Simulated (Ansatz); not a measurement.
SiGe:
```
CELL_PARAMETERS angstrom
      6.79459     3.92353     0.00000
     -6.79459     3.92353     0.00000
     -4.52869     0.00000     6.40777
ATOMIC_POSITIONS crystal
  Si 0.00135 0.99865 0.00382
  Ge 0.12203 0.37205 0.87206
  Ge 0.50143 0.49857 0.99876
  Ge 0.62795 0.87797 0.87206
  Ge 0.99728 0.49726 0.00295
  Ge 0.12211 0.87789 0.87211
  Ge 0.50274 0.00272 0.00295
  Si 0.62502 0.37498 0.87491
  Si 0.00248 0.50241 0.49730
  Si 0.12501 0.87499 0.37488
  Si 0.49759 0.99752 0.49730
  Ge 0.62793 0.37207 0.37798
  Si 0.99857 0.00143 0.49617
  Si 0.12230 0.37232 0.37772
  Ge 0.49854 0.50146 0.50132
  Si 0.62768 0.87770 0.37772
```

Relaxed with r²SCAN. Special points in fractions of this cell's reciprocal vectors: Γ (0.000, 0.000, 0.000); C (0.375, 0.375, 0.000); C2 (-0.375, 0.625, 0.000); Y2 (-0.500, 0.500, 0.000); M2 (-0.500, 0.500, 0.500); D (-0.250, 0.750, 0.500); D2 (0.250, 0.250, 0.500); A (0.000, 0.000, 0.500); L2 (0.000, 0.500, 0.500); V2 (0.000, 0.500, 0.000).

**Question.** List the band energies nearest the valence-band maximum at these points for DFT-r²SCAN in the program Ansatz with PAW potentials.

**Answer.** In eV from the valence-band maximum; about four levels below and three above (degenerate sets whole), none deeper than 8.9 eV; points with the same levels are listed once.

```
k                     below                above
--  -----------------------  -------------------
Γ    -1.28 -0.02 -0.01 0.00       0.66 0.71 0.79
C   -2.09 -1.99 -1.97 -0.87       1.75 1.82 2.00
Y2  -1.57 -1.49 -1.49 -1.43       1.21 1.23 2.41
M2  -0.90 -0.88 -0.87 -0.87       1.49 1.61 1.63
D   -1.74 -1.62 -1.57 -1.49       2.39 2.46 2.56
A   -1.05 -1.03 -0.73 -0.73  1.35 1.50 1.62 1.62
L2  -1.60 -1.51 -1.48 -1.41       1.13 1.30 2.38
V2  -0.97 -0.94 -0.81 -0.81       1.50 1.51 1.57
```

Space group Cm. The start of the workflow was typed in or built on a structure type; neither database checked (COD, Materials Project) lists it. Its standing as an ambient phase is unchecked. Symmetry was held in the r²SCAN relaxation; whether a distortion lowers the energy is not shown. Spin–orbit coupling is left out wherever it is not named.

Potentials: the earlier of the program's two PAW sets. The files were generated under PBE; for other functionals the program regenerates the frozen cores, and for LDA and PBEsol the local potential too.
